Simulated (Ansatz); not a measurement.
Ansatz (a program for electronic structure) input:

Ansatz 0.2 input:
```yaml
crystal:
  lattice:
    - [3.0872545564, 0.0, 0.0]
    - [0.0, 3.0872545564, 0.0]
    - [0.0, 0.0, 3.0872545564]
  atoms:
    - { symbol: Sb, position: [0.0, 0.0, 0.0] }
kpoints:
  mp_grid: { grid: [13, 13, 13] }
hamiltonian:
  xc: r2scan
  pseudopotentials: { azcp: { folder: ./paw }, kind: paw }
scf:
  occupations: { method: gaussian, width: 0.05 }
checkpoint: { read: metal.run }
output: { bader: true, populations: true }
```

Output (shortened):

```
Pseudopotential: Sb, paw, valence charge 15
Functional definition: r2SCAN
Crystal: 1 atoms, lattice volume = 29.425 Å³
Basis set: ecut = 500 eV, 739 PW (Γ), exchange–correlation on 96×96×96 points (64 copies of the dense FFT grid, shifted against one another)
Bands: 16, of which v1, the nominal top of the filled ones, is band 8 counted from 1 (7 counted from 0)
Symmetry: 48 space group operations
Space group: Pm-3m (ITA 221), of the structure as read, at distance tolerance 3.1e-5 Å
k-points: 84 of 2197
Stability of the state it starts from, as read at its close in the unpolarized treatment …
iter 1 solved again at ethr=2.23e-8 eV; its pass at ethr=3.10e-3 eV (dr2=3.34e-6 eV) is discarded
SCF iter   1: F=—  HF=-6499.149448 eV  |F-HF|=—  |Δ(HF+E_count)|=         —  Δρ=2.37e-7  dr2=1.15e-11  dr2_τ=3.59e-13  ethr=2.23e-8  ⟨swp⟩=4.4  Hψ=12833  notcnv=0
preconditioner: auto → none
SCF iter   2: F=-6499.149448 eV  HF=-6499.149448 eV  |F-HF|=8.19e-12  |Δ(HF+E_count)|=   2.87e-8  Δρ=1.17e-7  dr2=3.20e-12  dr2_τ=5.74e-13  ethr=1.00e-12  ⟨swp⟩=6.6  Hψ=5025  notcnv=0
SCF 1 converged in 2 iterations: F = -6499.149448 eV  dr2 = 3.20e-12
SCF converged after 2 iterations
Free energy (F): -6499.149448 eV
Harris-Foulkes:  -6499.149448 eV  (|F-HF|=8.19e-12)
Internal energy: -6499.148613 eV  (E = F + TS)
E sigma→0 (E₀):  -6499.149030 eV
Entropy (-TS):   -0.000834 eV (-0.834 meV/atom)
Fermi energy:    10.404147 eV
--- Per-component energies (eV) ---
  E_band       = -171.470862
  E_kinetic    = 161.704107
  E_local      = -1545.654095  (includes V_loc(G=0)·N_el)
  E_nonlocal   = 389.679795
  E_hartree    = 640.450114
  E_xc         = -90.749300
  E_vxc        = -95.426657  (∫ρ·V_xc dr)
  E_paw        = -4566.283983  (= ΣΔE_a)
  E_vpaw       = -368.315280  (= ΣTr[D̂ρ^β])
  E_aug_tail   = 0.000042  (compensation charges beyond the density's cutoff)
  E_vtau       = 5.641004  (kinetic-family band-sum trace: ∫τ·v_τ [+ j·A + Jᵃ·Aᵃ] dr)
  E_ewald      = -1488.801351
  E_core_change = 0.506057  (= ΣΔE_core)
  E_smearing   = -0.000834  (= −TS)
  E_closure    = 0.000000  (closes the sum)
  Σ components = -6499.149448   (vs F -6499.149448, Δ=0.00e0)
  [band-id]    e_kinetic+e_local+e_nonlocal+2·e_hartree+e_vxc+e_vpaw+e_augmentation_tail+e_vtau = -171.470855   (vs E_band -171.470862, Δ=7.02e-6)
--- Band table (eV; the first three rows and the last of 84) ---
  k-point 0: bands = ["-19.7307", "-19.7307", "-19.5253", "-19.5253", "-19.5253", "-2.7409", "13.8116", "13.8116", "13.8116", "17.8131", "17.8131", "19.5913", "29.8044", "29.8044", "29.8044", "32.2480"]
  k-point 1: bands = ["-19.7302", "-19.7204", "-19.5283", "-19.5283", "-19.5250", "-2.6490", "12.6864", "13.9032", "13.9032", "17.8886", "18.5696", "20.1901", "29.0988", "29.3686", "29.3686", "31.2187"]
  k-point 2: bands = ["-19.7290", "-19.6920", "-19.5366", "-19.5366", "-19.5244", "-2.3757", "10.7080", "14.1702", "14.1702", "18.1139", "19.1607", "22.2568", "27.6736", "28.0247", "28.0247", "29.4626"]
  k-point 83: bands = ["-19.6331", "-19.6330", "-19.6330", "-19.4471", "-19.4471", "5.5533", "8.5192", "8.5192", "8.7993", "15.4833", "15.6904", "15.6904", "18.3032", "35.1150", "35.1150", "35.4371"]
--- Löwdin populations: 1 site ---
  site symbol       q [e]
     0     Sb     14.9591
  spilling = 0.002724 (of n_electrons = 15.000000)
--- Bader charges: 1 site ---
  site symbol  charge [e]  shift [e]
     0     Sb      0.0000     0.0000
  shift: an alarm, by how much a part of what the PAW files miss would move the charge. Where it is large, compare
  with a run on PAW files of another source; a small one proves nothing
  estimated error of the sums over rays = 7.4e-7 e
```

Cost: around 4 core-seconds (rough) on shared cores.

The first step of the workflow began from a Materials Project structure, measured or hypothetical; the Crystallography Open Database files this formula in space group No. 221, but the cells were not matched. It is not the phase usual at ambient conditions (space group No. 166). The r²SCAN relaxation kept the symmetry of its start; its stability against distortions is not shown here. Scalar-relativistic: spin–orbit coupling is off unless named, which matters more the heavier the elements.

Potentials: the earlier of the program's two PAW sets.

Ansatz is a plane-wave DFT program.
